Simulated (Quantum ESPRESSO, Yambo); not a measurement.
**YOF: DFT and GW levels**

```cif
data_F2O2Y2
_chemical_formula_sum 'O2 F2 Y2'
_space_group_name_H-M_alt 'P 1'
_space_group_IT_number 1
_cell_length_a 3.83227
_cell_length_b 3.83227
_cell_length_c 5.44666
_cell_angle_alpha 90.000
_cell_angle_beta 90.000
_cell_angle_gamma 90.000
loop_
_space_group_symop_operation_xyz
  'x, y, z'
loop_
_atom_site_label
_atom_site_type_symbol
_atom_site_fract_x
_atom_site_fract_y
_atom_site_fract_z
_atom_site_occupancy
O1 O 0.00000 0.00000 0.50000 1
O2 O 0.50000 0.50000 0.50000 1
F1 F 0.50000 0.50000 0.00000 1
F2 F 0.00000 0.00000 0.00000 1
Y1 Y 0.50000 0.00000 0.71148 1
Y2 Y 0.00000 0.50000 0.28852 1
```

The geometry is that of Materials Project entry mp-10219, symmetrised and not relaxed again.

Starting point: norm-conserving PBEsol (Quantum ESPRESSO, 84 Ry, scalar-relativistic). G0W0 in Yambo: 4×4×2 Γ-centred k mesh, 156 bands and a 8 Ry block in the screening, 156 bands in G with the Bruneval-Gonze terminator, plasmon pole fitted at 27.2 eV.

```yaml
PBEsol gap along the band path: 4.95 eV
PBEsol gap between the mesh's edge points ((0.25, 0.25, -0.5) → Γ): 4.95 eV
G0W0 gap between the same points: 6.62 eV
PBEsol smallest direct gap on the mesh (at Γ): 5.20 eV
G0W0 direct gap at that point: 6.89 eV
```

```
k point             band  E PBEsol (eV)  E QP (eV)  shift (eV)     Z
------------------  ----  -------------  ---------  ----------  ----
Γ                     VB          -0.25      -1.19       -0.94  0.80
Γ                     CB           4.95       5.70        0.75  0.87
Z                     VB          -0.13      -1.07       -0.94  0.80
Z                     CB           5.64       6.95        1.30  0.86
X                     VB          -0.69      -1.77       -1.08  0.80
X                     CB           5.51       6.73        1.22  0.86
R                     VB          -1.01      -2.10       -1.08  0.80
R                     CB           6.33       7.81        1.48  0.85
(0.25, 0.25, -0.5)    VB           0.00      -0.92       -0.92  0.80
(0.25, 0.25, -0.5)    CB           5.47       6.70        1.23  0.85
M                     VB          -0.32      -1.25       -0.93  0.80
M                     CB           5.12       6.36        1.24  0.85
A                     VB          -0.35      -1.28       -0.92  0.80
A                     CB           5.53       6.82        1.29  0.85
```

Energies count from the PBEsol valence-band maximum.

Nearest settings tried, and what they do to the gap: 7 Ry block (173 vectors against 229): -74 meV. Not varied: bands in G, bands in W, mesh. So the settings aren't converged at that level.

The structure is a Materials Project entry; no match was found in the copy of COD used, and its stability was not checked.
